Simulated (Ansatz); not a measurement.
## Structure optimisation: ruthenium, simple cubic

All numbers below come from DFT, LDA (PW92), plane waves (420 eV) with PAW, scalar-relativistic in Ansatz. The PAW files were generated under PBE, with cores re-solved for the functional.

k-point mesh 13×13×13, Fermi-Dirac smearing 0.1 eV, no spin polarisation. Cell and atoms relax.

Starting structure:

```yaml
crystal:
  lattice:
    - [2.4462764308, 0.0, 0.0]
    - [0.0, 2.4462764308, 0.0]
    - [0.0, 0.0, 2.4462764308]
  atoms:
    - { symbol: Ru, position: [0.0, 0.0, 0.0] }
hamiltonian:
  xc: lda
  pseudopotentials:
    kind: paw
    azcp:
      Ru: "pseudopotentials/Ru.paw.azcp"
basis:
  ecutwfc: 420
  fft_grid_basis: typed
kpoints:
  mp_grid: { grid: [13, 13, 13], shift: [0, 0, 0] }
magnetization:
  spin_polarized: false
scf:
  occupations: { method: fermi_dirac, width: 0.1 }
relax:
  max_steps: 60
  f_tol: 0.01
  cell: {}
output:
  write_density: true
  write_potential: true
  elf: true
  volumetric_format: npy
```

Question: What cell does the relaxation end in?

Answer: Pm-3m with a = 2.464 Å; 14.96 Å³ per atom against 14.64 at the start (2.2 %).

Question: How much energy does the relaxation gain?

Answer: 6.0 meV per atom.

Path of the relaxation (the plane waves are chosen anew near the end, which can shift the energy a little):

```tsv
step	E − E(final) (meV/atom)	V (Å³/atom)	P (GPa)	max force (eV/Å)
0	6.01	14.639	6.06	0.000
1	1.44	15.123	-2.72	0.000
2	0.05	14.970	-0.11	0.000
3	0.05	14.964	0.00	0.000
4	0.00	14.964	0.01	0.000
```
